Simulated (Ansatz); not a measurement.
ScAg:
Space group Pm-3m (No. 221); a = b = c = 3.3820 Å, α = β = γ = 90.00°

```csv
atom,site,symmetry,x,y,z
Sc,1b,m-3m,0.5000,0.5000,0.5000
Ag,1a,m-3m,0.0000,0.0000,0.0000
```

This is the PBEsol-relaxed structure.

Question: All from PBEsol (plane waves, PAW; program Ansatz), unless another level is named. Estimate the bulk modulus (Birch–Murnaghan fit).

Answer: 92.4 GPa.

Question: What about the elastic constants (relaxed ions, GPa)?

Answer: C11 = 116, C12 = 79.9, C44 = 48.3.

Question: And the highest zone-centre frequency?

Answer: 169 cm⁻¹.

The cell is a constructed one: a structure type filled with these elements; the Crystallography Open Database files this formula in space group No. 221, but the cells were not matched. Its standing as an ambient phase is unchecked. Symmetry was held in the PBEsol relaxation; its stability against distortions is not shown here. The run is not spin-polarised. As this level gives no gap, shear constants depend on the k-mesh and smearing (Fermi–Dirac, 0.1 eV here). As this level gives no gap, phonon frequencies hold no LO–TO term and depend on the k-mesh and smearing (Fermi–Dirac, 0.1 eV here).

Potentials: the earlier of the program's two PAW sets. The files were generated under PBE; for other functionals the program regenerates the frozen cores, and for LDA and PBEsol the local potential too.
